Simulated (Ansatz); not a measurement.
Input file of a DFT run on ReP with Ansatz:

```yaml
crystal:
  lattice:
    - [3.8065540008, 0.0, 0.0]
    - [-1.9032770004, 3.2965724656, 0.0]
    - [0.0, 0.0, 5.1239294363]
  atoms:
    - { symbol: Re, position: [0.0, 0.0, 0.0] }
    - { symbol: Re, position: [0.0, 0.0, 0.5] }
    - { symbol: P, position: [0.3333333333, 0.6666666667, 0.25] }
    - { symbol: P, position: [0.6666666667, 0.3333333333, 0.75] }
basis:
  ecutwfc: 420
  ecutrho_ratio: 4
kpoints:
  mp_grid: { grid: [10, 10, 8] }
hamiltonian:
  xc: pbe
scf:
  occupations: { method: gaussian, width: 0.05 }
output:
  forces: true
  stress: true
  eigenvalues: true
  write_density: true
  write_potential: true
  elf: true
  volumetric_format: npy
relax:
  f_tol: 0.01
  max_steps: 40
  cell: { stress_tol: 0.1, fix: [volume] }
```

Launched as:
```sh
ansatz run input.yaml --threads 2 --pin off --max-ram 2662MiB --backend cpu --events-out ev --progress --plain --runs-dir out
```

This is a trial structure made by placing the elements on a prototype's sites, so it needn't be the stable form.

Output, machine lines left out:

```
Pseudopotentials: kind: paw
Pseudopotential: Re, paw, valence charge 15, recommended cutoff 420 eV (normal), Re.paw.azcp
Pseudopotential: P, paw, valence charge 5, recommended cutoff 420 eV (normal), P.paw.azcp
Crystal: 4 atoms, lattice volume = 64.298 Å³
Basis set: ecut = 420 eV, 1253 PW (Γ), exchange–correlation on 54×54×72 points (8 copies of the dense FFT grid, shifted against one another)
Bands: 24, of which v1, the nominal top of the filled ones, is band 20 counted from 1 (19 counted from 0)
Symmetry: 24 space group operations
Space group: P63/mmc (ITA 194), of the structure as read, at distance tolerance 4.0e-5 Å
k-points: 70 of 800
Initial density: superposition of atomic densities (neutral atoms: chi_scale 0, normalization atom), corrected by the library's trained network
Initial wavefunctions: pseudopotential atomic-orbital guess
Functional: x = pbe(κ = 0.804, μ = 0.21951), c = pbe(β = 0.06672)
```

```
SCF iter   1: F=—  HF=-23247.145200 eV  |F-HF|=—  |Δ(HF+E_count)|=         —  Δρ=6.70e-3  dr2=1.61e-2
SCF iter   2: F=—  HF=-23247.143977 eV  |F-HF|=—  |Δ(HF+E_count)|=   1.22e-3  Δρ=3.45e-3  dr2=4.12e-3
SCF iter   3: F=—  HF=-23247.143983 eV  |F-HF|=—  |Δ(HF+E_count)|=   6.16e-6  Δρ=4.53e-4  dr2=9.06e-5
SCF iter   4: F=—  HF=-23247.144034 eV  |F-HF|=—  |Δ(HF+E_count)|=   5.09e-5  Δρ=7.46e-5  dr2=2.86e-6
SCF iter   5: F=—  HF=-23247.144036 eV  |F-HF|=—  |Δ(HF+E_count)|=   1.71e-6  Δρ=1.83e-5  dr2=2.53e-7
SCF iter   6: F=-23247.144036 eV  HF=-23247.144036 eV  |F-HF|=1.00e-8  |Δ(HF+E_count)|=   1.67e-7  Δρ=5.65e-6  dr2=2.86e-8
SCF 1 converged in 6 iterations: F = -23247.144036 eV  dr2 = 2.86e-8
relax step   1: F+E_penalty+E_count = -23247.14403600 eV  Δ(F+E_penalty+E_count) = +0.000e0 eV  max|allowed force component| = 6.939e-18 eV/Å  Δτ_max = 0.0000 Å  P = -7.971 GPa  Ω = 64.298 Å³  fix = [volume]  reactions: volume -7.971 GPa  (6 SCF iters, dr2 threshold 1.00e-7 eV, accepted)
SCF iter   1: F=—  HF=-23247.145257 eV  |F-HF|=—  |Δ(HF+E_count)|=         —  Δρ=9.29e-4  dr2=6.83e-4
SCF iter   2: F=—  HF=-23247.145130 eV  |F-HF|=—  |Δ(HF+E_count)|=   1.27e-4  Δρ=5.27e-4  dr2=2.21e-4
...
SCF 2 converged in 6 iterations: F = -23247.145096 eV  dr2 = 2.63e-10
SCF 3 converged in 6 iterations: F = -23247.145333 eV  dr2 = 3.13e-11
...
SCF iter   5: F=-23247.145303 eV  HF=-23247.145303 eV  |F-HF|=0.00e0  |Δ(HF+E_count)|=  3.64e-12  Δρ=2.10e-8  dr2=3.81e-13
SCF iter   6: F=-23247.145303 eV  HF=-23247.145303 eV  |F-HF|=3.64e-12  |Δ(HF+E_count)|=    0.00e0  Δρ=5.63e-9  dr2=3.36e-14
SCF iter   7: F=-23247.145303 eV  HF=-23247.145303 eV  |F-HF|=1.09e-11  |Δ(HF+E_count)|=  3.64e-12  Δρ=1.05e-9  dr2=4.44e-16
SCF 4 converged in 7 iterations: F = -23247.145303 eV  dr2 = 4.44e-16
```

```
SCF converged after 7 iterations
Free energy (F): -23247.145303 eV
E sigma→0 (E₀):  -23247.143397 eV
Entropy (-TS):   -0.003811 eV (-0.953 meV/atom)
Fermi energy:    15.696004 eV
--- Forces (eV/Å), atoms counted from 1 ---
  atom   1  Re     0.00000000     0.00000000     0.00000000
  atom   2  Re     0.00000000     0.00000000     0.00000000
  atom   3  P      0.00000000     0.00000000     0.00000000
  atom   4  P      0.00000000     0.00000000     0.00000000
--- Stress (GPa, compression-positive) ---
       -7.653983       0.000000       0.000000
        0.000000      -7.653983       0.000000
        0.000000       0.000000      -7.681355
  P = ⅓ Tr σ = -7.6631 GPa (-76.631 kbar)
--- Relaxed structure (3 steps of the walk, 3 accepted, 1 SCFs on fresh bases) ---
  F+E_penalty+E_count = -23247.14530310 eV   max|allowed force component| = 1.503e-16 eV/Å   (the final SCF, on the basis selected at the relaxed cell)
  cell:  # Å, volume = 64.2980 Å³
    - [3.81431, 0.00000, 0.00000]
    - [-1.90716, 3.30329, 0.00000]
    - [0.00000, 0.00000, 5.10311]
  atoms:
    - { symbol: Re, position: [0.00000, 0.00000, 0.00000] }
    - { symbol: Re, position: [0.00000, 0.00000, 0.50000] }
    - { symbol: P, position: [0.33333, 0.66667, 0.25000] }
    - { symbol: P, position: [0.66667, 0.33333, 0.75000] }
```

In short (PBE): energy lowered by 0.3 meV/atom, pressure -7.7 GPa, gap on the mesh zero (metallic).

Cost: 11 s on 2 threads of Arm Neoverse V2 (shared host), peak memory 0.4 GiB.

Total energies depend on the potentials used, so only differences within one code and one set of settings carry meaning.

Spin–orbit coupling, which matters for such heavy elements, is left out.
